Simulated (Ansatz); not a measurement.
A distorted cell of HfN (rock salt):

```
CELL_PARAMETERS angstrom
      0.00000     2.24345     2.33319
      2.24345     0.00000     2.33319
      2.24345     2.24345     0.00000
ATOMIC_POSITIONS crystal
  N  0.00000 0.00000 0.00000
  Hf 0.50000 0.50000 0.50000
```

All values below come from r2SCAN (plane waves to 500 eV, PAW, scalar-relativistic; Ansatz, a first-principles code). k mesh 18×18×18 (Γ-centred), Fermi-Dirac smearing 0.05 eV. The energy includes the smearing's −TS. Compression counts positive. With partly filled bands, the response to shear is sensitive to the k mesh, so small differences along c/a are uncertain. HfN is run without spin polarisation. HfN was relaxed with its symmetry unable to fall. Spin-orbit coupling is left out, though Hf is heavy. The PAW data are Ansatz's earlier set.

Task: Give the stress tensor in GPa and the pressure.

Result: 
```
    2.9      0.0      0.0
    0.0      2.9      0.0
    0.0      0.0    -14.0
```
The pressure, a third of the trace, is -2.7 GPa.

Task: It is the relaxed cell deformed to V/V₀ = 1.013, (c/a)/(c/a)₀ = 1.040, c along z, fractional positions held. What is its energy relative to the relaxed cell?

Result: 18 meV/atom.

(A scan under strain: stresses follow from slopes of the energy per volume, elastic moduli from its curvatures.)
